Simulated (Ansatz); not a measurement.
**K₂CdSe₂O₆ in Ansatz, vacancy hop by nudged elastic band**

Input:

```yaml
crystal:
  lattice:
    - [5.71014199, -1.0e-08, -5.9e-07]
    - [-5.710142, 9.89025603, -1.17e-06]
    - [-6.5e-07, -3.29675013, 6.33021559]
  atoms:
    - { symbol: K, position: [0.80378879, 0.30544266, 0.40803311] }
    - { symbol: K, position: [0.20019726, 0.19724158, 0.59071373] }
    - { symbol: Cd, position: [-0.00512106, 0.00133035, -0.00280196] }
    - { symbol: Se, position: [0.61572568, 0.1209568, 0.87167687] }
    - { symbol: Se, position: [0.37650252, 0.37655276, 0.127008] }
    - { symbol: O, position: [0.73926338, 0.01059032, 0.76289096] }
    - { symbol: O, position: [0.74297398, 0.24031574, 0.76526208] }
    - { symbol: O, position: [0.27525405, 0.01063376, 0.76156763] }
    - { symbol: O, position: [0.25442673, 0.49065694, 0.24191542] }
    - { symbol: O, position: [0.72432008, 0.48941672, 0.24267674] }
    - { symbol: O, position: [0.25839268, 0.2596071, 0.24387844] }
    - { symbol: K, position: [0.80805484, 0.80326664, 0.41294047] }
    - { symbol: Cd, position: [-0.0023045, 0.49921328, -0.00306659] }
    - { symbol: Se, position: [0.620254, 0.62456294, 0.87075077] }
    - { symbol: Se, position: [0.37901375, 0.87703794, 0.13046016] }
    - { symbol: O, position: [0.75059279, 0.51001546, 0.76287085] }
    - { symbol: O, position: [0.73525628, 0.74218453, 0.76113765] }
    - { symbol: O, position: [0.27891345, 0.50986995, 0.75910484] }
    - { symbol: O, position: [0.25553377, 0.98749355, 0.23647065] }
    - { symbol: O, position: [0.72004905, 0.99122937, 0.23991136] }
    - { symbol: O, position: [0.25791883, 0.7606437, 0.24141566] }
kpoints:
  mp_grid: { grid: [3, 2, 2] }
magnetization:
  spin_polarized: false
scf:
  occupations: { method: fermi_dirac, width: 0.05 }
hamiltonian:
  pseudopotentials: { kind: paw }
  xc: lda
basis:
  ecutwfc: 420
neb:
  images: 3
  relax_end_points: true
  climbing: true
  f_tol: 0.05
  max_iterations: 40
  order_check: false
  final_atoms:
    - { symbol: K, position: [0.80378879, 0.30544266, 0.40803311] }
    - { symbol: K, position: [0.20019726, 0.19724158, 0.59071373] }
    - { symbol: Cd, position: [-0.00512106, 0.00133035, -0.00280196] }
    - { symbol: Se, position: [0.61572568, 0.1209568, 0.87167687] }
    - { symbol: Se, position: [0.37650252, 0.37655276, 0.127008] }
    - { symbol: O, position: [0.73926338, 0.01059032, 0.76289096] }
    - { symbol: O, position: [0.74297398, 0.24031574, 0.76526208] }
    - { symbol: O, position: [0.27525405, 0.01063376, 0.76156763] }
    - { symbol: O, position: [0.25442673, 0.49065694, 0.24191542] }
    - { symbol: O, position: [0.72432008, 0.48941672, 0.24267674] }
    - { symbol: O, position: [0.25839268, 0.2596071, 0.24387844] }
    - { symbol: K, position: [1.19698189, 0.69695, 0.58649764] }
    - { symbol: Cd, position: [-0.0023045, 0.49921328, -0.00306659] }
    - { symbol: Se, position: [0.620254, 0.62456294, 0.87075077] }
    - { symbol: Se, position: [0.37901375, 0.87703794, 0.13046016] }
    - { symbol: O, position: [0.75059279, 0.51001546, 0.76287085] }
    - { symbol: O, position: [0.73525628, 0.74218453, 0.76113765] }
    - { symbol: O, position: [0.27891345, 0.50986995, 0.75910484] }
    - { symbol: O, position: [0.25553377, 0.98749355, 0.23647065] }
    - { symbol: O, position: [0.72004905, 0.99122937, 0.23991136] }
    - { symbol: O, position: [0.25791883, 0.7606437, 0.24141566] }
```

The command:

```bash
ansatz run input.yaml --threads 4 --pin off --max-ram 8192MiB --backend cpu --events-out ev --progress --plain --runs-dir out
```

Origin of the cell: a database entry, scaled a little.

The cell is 1×2×1 cells of K2CdSe2O6 with one K taken out; atom 12 (K) hops into the empty site, 3.44 Å away before the end points are relaxed. All atoms were shaken by about 0.02 Å first.

Output (shortened):

```
Warning: neb: disabling space-group detection — the band's intermediate images generally break the endpoint symmetry, so no spatial operation reduces the k-mesh or symmetrises the density, ex […]
Pseudopotentials: kind: paw
Pseudopotential: K, paw, valence charge 9, recommended cutoff 420 eV (normal), K.paw.azcp
Pseudopotential: Cd, paw, valence charge 20, recommended cutoff 420 eV (normal), Cd.paw.azcp
Pseudopotential: Se, paw, valence charge 16, recommended cutoff 420 eV (normal), Se.paw.azcp
Pseudopotential: O, paw, valence charge 6, recommended cutoff 420 eV (normal), O.paw.azcp
Functional definition: SPW92
  exchange = slater_x
  correlation = pw_c
parallel-image band execution: 3 concurrent image workers
NEB image 0
Crystal: 21 atoms, lattice volume = 357.497 Å³
Basis set: ecut = 420 eV, 6959 PW (Γ)
Bands: 123, of which v1, the nominal top of the filled ones, is band 102 counted from 1 (101 counted from 0)
[… 14 lines left out …]
Initial density: superposition of atomic densities (neutral atoms: chi_scale 0, normalization atom), corrected by the library's trained network
Functional: x = slater, c = lda
SCF iter   1: F=—  HF=-48913.752327 eV  Δρ=1.74e-2  dr2=1.10e0  defer=52
SCF iter   2: F=—  HF=-48913.588905 eV  Δρ=1.21e-2  dr2=3.62e-1  defer=115
SCF iter   3: F=—  HF=-48913.517614 eV  Δρ=4.86e-3  dr2=1.08e-1  defer=115
[… 9 lines left out …]
SCF iter  13: F=—  HF=-48913.500356 eV  Δρ=1.11e-5  dr2=5.64e-7  defer=115
SCF iter  14: F=—  HF=-48913.500355 eV  Δρ=5.70e-6  dr2=1.32e-7  defer=115
SCF iter  15: F=-48913.500355 eV  HF=-48913.500355 eV  Δρ=2.70e-6  dr2=2.99e-8
NEB iter   1: max|band force component| = 4.640e-1 eV/Å  barrier→ = 0.3353 eV  barrier← = 0.3354 eV  CI = image 2  Δτ_max = 0.1677 Å  (77 SCF iters)
NEB iter   2: max|band force component| = 2.821e-1 eV/Å  barrier→ = 0.1875 eV  barrier← = 0.1875 eV  CI = image 2  Δτ_max = 0.0501 Å  (39 SCF iters)
NEB iter   3: max|band force component| = 8.834e-2 eV/Å  barrier→ = 0.1625 eV  barrier← = 0.1626 eV  CI = image 2  Δτ_max = 0.0267 Å  (36 SCF iters)
NEB iter   4: max|band force component| = 7.238e-2 eV/Å  barrier→ = 0.1580 eV  barrier← = 0.1580 eV  CI = image 2  Δτ_max = 0.0191 Å  (35 SCF iters)
NEB iter   5: max|band force component| = 5.820e-2 eV/Å  barrier→ = 0.1570 eV  barrier← = 0.1570 eV  CI = image 2  Δτ_max = 0.0097 Å  (32 SCF iters)
NEB iter   6: max|band force component| = 2.379e-2 eV/Å  barrier→ = 0.1567 eV  barrier← = 0.1567 eV  CI = image 2  Δτ_max = 0.0000 Å  (29 SCF iters)
--- NEB band (5 images, 6 band iterations, 248 SCF iterations, 361 more in tests of the images' electronic states and relaxations of end points) ---
  forward barrier  = 0.156725 eV
  backward barrier = 0.156750 eV
  lagrangian_above_aufbau_ev (what the smearing adds, to first order; not taken off the barriers): saddle image -0.068237 eV, end points -0.072408 and -0.072328 eV
  climbing image's point = of an order that was not read
  energies are F+E_penalty+E_count in eV, relative to image 0
  image     s (Å)  Δ vs image 0  max|band force component| (eV/Å)
      0    0.0000      0.000000                                 —
      1    0.9170      0.083111                          2.379e-2
  *   2    1.8338      0.156725                          2.067e-2
      3    2.7497      0.082938                          2.369e-2
      4    3.6657     -0.000025                                 —
```

The converged band:

```
image  path over all atoms (Å)  ΔF (eV)    K x     y  z (Å)
    0                     0.00    0.000  -0.20  6.05   2.86
    1                     0.92    0.083   0.65  6.06   2.92
    2                     1.83    0.157   1.42  5.77   3.17
    3                     2.75    0.083   2.20  5.48   3.41
    4                     3.67    0.000   3.05  5.49   3.48
```

Highest image (2), forces in eV/Å:

```xyz
21
Lattice="5.710 0.000 0.000 -5.710 9.890 0.000 0.000 -3.297 6.330" Properties=species:S:1:pos:R:3:forces:R:3 pbc="T T T" image=2
K     2.892    1.987    2.798   -0.001    0.001   -0.003
K    -0.049   -0.338    3.539    0.001   -0.001    0.003
Cd   -0.110   -0.035    0.051    0.000    0.005    0.002
Se    2.797   -1.483    5.678   -0.011    0.021   -0.001
Se    0.046    3.132    0.660    0.011   -0.020    0.001
O     4.243   -2.086    5.036    0.009   -0.013   -0.005
O     2.579   -0.030    4.812    0.000   -0.005    0.007
O     1.558   -2.462    5.050    0.007    0.000   -0.001
O    -1.400    3.735    1.302   -0.009    0.013    0.005
O     1.286    4.111    1.288   -0.008    0.000    0.001
O     0.264    1.680    1.526    0.000    0.005   -0.007
K     1.423    5.770    3.169    0.000    0.000    0.000
Cd   -2.757    4.981   -0.044    0.000   -0.005   -0.002
Se    0.062    3.253    5.694    0.006    0.003   -0.005
Se   -2.929    8.287    0.643   -0.006   -0.003    0.005
O     1.577    2.956    4.971   -0.007   -0.009    0.004
O    -0.364    4.761    5.043   -0.009   -0.007   -0.001
O    -0.972    2.138    4.922    0.003    0.005   -0.004
O    -4.444    8.584    1.366    0.008    0.009   -0.005
O    -1.896    9.402    1.415   -0.003   -0.005    0.004
O    -2.502    6.779    1.293    0.009    0.007    0.000
```

Barrier of this path: 0.16 eV forwards, 0.16 eV backwards, after 6 band iterations.

Caveats: no moments, though an odd count or open d shells may carry them; the k mesh is coarse if the cell is a metal; a small cell with a neutral vacancy and no spin, whose shape can make like sites unlike; the cell is held at a rescaled volume, and strain moves barriers; the hop was drawn among near neighbours and need not be the easiest path; few images and a loose tolerance, and neither the top nor the ends were tested for their order.

It ran for 4.4 min on 4 threads of Intel(R) Xeon(R) 6975P-C (Granite Rapids), on a shared host, peak memory 2 GiB, from the program's own first density.
